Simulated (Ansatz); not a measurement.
HfSiO₄:
```cif
data_Hf4O16Si4
_chemical_formula_sum 'Hf4 Si4 O16'
_space_group_name_H-M_alt 'I41/amd :1'
_space_group_IT_number 141
_space_group_name_Hall 'I 4bw 2bw -1bw'
_cell_length_a 6.58207
_cell_length_b 6.58207
_cell_length_c 5.96607
_cell_angle_alpha 90.000
_cell_angle_beta 90.000
_cell_angle_gamma 90.000
loop_
_atom_site_label
_atom_site_type_symbol
_atom_site_symmetry_multiplicity
_atom_site_Wyckoff_symbol
_atom_site_fract_x
_atom_site_fract_y
_atom_site_fract_z
_atom_site_occupancy
Hf1 Hf 4 a 0.00000 0.00000 0.00000 1
Si1 Si 4 b 0.00000 0.00000 0.50000 1
O1 O 16 h 0.31521 0.00000 0.06813 1
```
(The calculation used a cell of 12 atoms; values per cell refer to that cell.)

Relaxed with PBEsol.

### Question
Give the optical modes at the zone centre with their infrared activity from DFPT, the program Ansatz at the PBEsol level (PAW).

### Answer
Transverse frequencies, without the LO–TO term; a row sums one degenerate level.

| ω (cm⁻¹) | degeneracy | IR ((D/Å)²/amu) | activity | symmetry |
|---|---|---|---|---|
| 135 | 1 | 0.00 | IR-inactive | B1u |
| 154 | 1 | 0.00 | IR-inactive | B1g |
| 161 | 2 | 0.00 | IR-inactive | Eg |
| 205 | 2 | 0.00 | IR-inactive | Eg |
| 243 | 2 | 42.21 | IR | Eu |
| 245 | 1 | 0.00 | IR-inactive | A2g |
| 253 | 1 | 0.00 | IR-inactive | B2g |
| 289 | 1 | 31.67 | IR | A2u |
| 340 | 2 | 0.00 | IR-inactive | Eg |
| 371 | 2 | 10.98 | IR | Eu |
| 390 | 1 | 0.00 | IR-inactive | B1g |
| 393 | 1 | 0.00 | IR-inactive | A1u |
| 409 | 2 | 5.35 | IR | Eu |
| 431 | 1 | 0.00 | IR-inactive | A1g |
| 522 | 2 | 0.00 | IR-inactive | Eg |
| 554 | 1 | 0.00 | IR-inactive | B2u |
| 578 | 1 | 14.28 | IR | A2u |
| 618 | 1 | 0.00 | IR-inactive | B1g |
| 858 | 2 | 115.34 | IR | Eu |
| 913 | 2 | 0.00 | IR-inactive | Eg |
| 926 | 1 | 0.00 | IR-inactive | B2u |
| 957 | 1 | 0.00 | IR-inactive | A1g |
| 970 | 1 | 48.17 | IR | A2u |
| 1006 | 1 | 0.00 | IR-inactive | B1g |

### Question
How high does the top mode go among those that the LO–TO term moves?

### Answer
1008 cm⁻¹ for q along x, 1008 cm⁻¹ for q along y, 1084 cm⁻¹ for q along z.

Space group I4_1/amd. Symmetry was held in the PBEsol relaxation. No spin polarisation was allowed. Spin–orbit coupling is left out wherever it is not named.

Potentials: the later of the program's two PAW sets.
